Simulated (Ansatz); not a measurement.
Cu$_{2}$O (cuprite type, space group Pn-3m)

```
CELL_PARAMETERS angstrom
      4.29909     0.00000     0.00000
      0.00000     4.29909     0.00000
      0.00000     0.00000     4.29909
ATOMIC_POSITIONS crystal
  Cu 0.75000 0.75000 0.75000
  Cu 0.75000 0.25000 0.25000
  Cu 0.25000 0.75000 0.25000
  Cu 0.25000 0.25000 0.75000
  O  0.00000 0.00000 0.00000
  O  0.50000 0.50000 0.50000
```

This relaxed cell (volume V₀) is scaled evenly in all directions, its shape held. Symmetry pins the atoms to their sites.

Computed with PBE (plane waves to 420 eV, PAW, scalar-relativistic; Ansatz, a quantum-chemistry and plane-wave program). k mesh 8×8×8 (Γ-centred), Fermi-Dirac smearing 0.05 eV. The energy includes the smearing's −TS. Stress and pressure are positive under compression. Cu2O is run without spin polarisation. Cu2O was relaxed with its symmetry unable to fall. The PAW data are Ansatz's earlier set. The zero of ΔE is the relaxed starting cell.

| V (Å³/atom) | ΔE (meV/atom) |
|---|---|
| 12.448 | 18.6 |
| 12.647 | 10.2 |
| 12.845 | 4.4 |
| 13.044 | 1.1 |
| 13.243 | 0.0 |
| 13.441 | 1.0 |
| 13.640 | withheld |
| 13.839 | 8.6 |
| 14.037 | 14.9 |

Question: Fit a third-order Birch-Murnaghan form (E₀, V₀, B₀, B₀′ free) to the given rows and predict ΔE at V = 13.640.

Answer: Least squares on the 8 given rows: ΔE = E₀ + (9V₀B₀/16)·y²·[2 + (B₀′ − 4)y], y = (V₀/V)^(2/3) − 1, with V₀ = 13.244 Å³/atom, B₀ = 111.5 GPa (160.2 GPa = 1 eV/Å³; the term in eV is multiplied by 1000), B₀′ = 4.33, E₀ = 0.00 meV/atom; root-mean-square residual 0.02 meV/atom. At 13.640 the fit gives 3.9 meV/atom; the calculation gives 3.9 meV/atom, the same to the digits shown. For the pressure the fit gives -3.08 GPa against the computed -3.08 GPa.

(Under strain, the slope of the energy per volume gives the stress and its curvature an elastic modulus.)
